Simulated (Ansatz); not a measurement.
GeAs:
```yaml
crystal:
  lattice:
    - [-1.82742, 1.82742, 2.91610]
    - [1.82742, -1.82742, 2.91610]
    - [1.82742, 1.82742, -2.91610]
  atoms:
    - { symbol: Ge, position: [0.99453, 0.99453, 0.00000] }
    - { symbol: As, position: [0.41947, 0.41947, 0.00000] }
```

Relaxed with LDA.

Q: Which orbitals make up the states near the Fermi level in plane-wave PAW LDA (Ansatz code)?

A: Within 0.5 eV of the Fermi level: As 4p 43 %, Ge 4p 34 %, Ge 4s 15 %, As 4s 6 %. Projections are on Löwdin-orthogonalised atomic valence shells; empty p or d shells of many metals are not among them.

Q: Tabulate the density of states.

A: States/eV per cell of 2 atoms, in 0.25 eV bins, energy from the Fermi level.

```tsv
E (eV)	total	As 4p	Ge 4p	Ge 4s
-7.85	0.70	0.19	0.06	0.33
-7.60	0.59	0.15	0.05	0.28
-7.35	0.49	0.13	0.04	0.22
-7.10	0.43	0.11	0.03	0.19
-6.85	0.34	0.09	0.02	0.14
-6.60	0.25	0.07	0.02	0.10
-6.35	0.23	0.07	0.03	0.08
-6.10	0.29	0.11	0.07	0.07
-5.85	0.33	0.13	0.09	0.06
-5.60	0.39	0.17	0.13	0.06
-5.35	0.60	0.28	0.23	0.05
-5.10	0.73	0.35	0.29	0.06
-4.85	0.70	0.33	0.27	0.06
-4.60	0.73	0.35	0.28	0.05
-4.35	0.78	0.38	0.30	0.05
-4.10	0.86	0.43	0.33	0.05
-3.85	0.90	0.46	0.35	0.05
-3.60	0.94	0.49	0.36	0.05
-3.35	1.01	0.54	0.38	0.05
-3.10	1.05	0.57	0.39	0.05
-2.85	1.11	0.61	0.41	0.05
-2.60	1.13	0.62	0.41	0.05
-2.35	1.13	0.63	0.41	0.05
-2.10	1.15	0.65	0.41	0.05
-1.85	1.09	0.61	0.38	0.05
-1.60	1.05	0.59	0.36	0.06
-1.35	1.06	0.59	0.35	0.06
-1.10	1.04	0.57	0.34	0.07
-0.85	0.99	0.52	0.33	0.09
-0.60	0.78	0.39	0.26	0.09
-0.35	0.60	0.29	0.19	0.08
-0.10	0.53	0.24	0.17	0.08
0.15	0.49	0.19	0.17	0.09
0.40	0.51	0.19	0.18	0.09
0.65	0.58	0.21	0.19	0.10
0.90	0.72	0.27	0.22	0.13
1.15	0.81	0.35	0.22	0.15
1.40	0.72	0.32	0.20	0.12
1.65	0.51	0.17	0.23	0.05
1.90	0.50	0.13	0.28	0.02
2.15	0.84	0.20	0.46	0.03
2.40	1.06	0.24	0.59	0.04
2.65	1.17	0.27	0.63	0.05
2.90	1.17	0.29	0.60	0.05
3.15	1.23	0.34	0.57	0.06
3.40	1.19	0.35	0.53	0.06
3.65	1.21	0.37	0.52	0.06
3.90	1.22	0.37	0.51	0.06
4.15	1.11	0.32	0.46	0.05
4.40	1.22	0.35	0.53	0.05
4.65	1.23	0.36	0.52	0.04
```

Space group I4mm. The first step of the workflow began from a Materials Project structure, measured or hypothetical; the Crystallography Open Database copy checked does not list it. Whether it is the stable phase at ambient conditions was not checked. The LDA relaxation kept the symmetry of its start; whether a distortion lowers the energy is not shown. Scalar-relativistic: spin–orbit coupling is off unless named, which matters more the heavier the elements.

Potentials: the later of the program's two PAW sets.
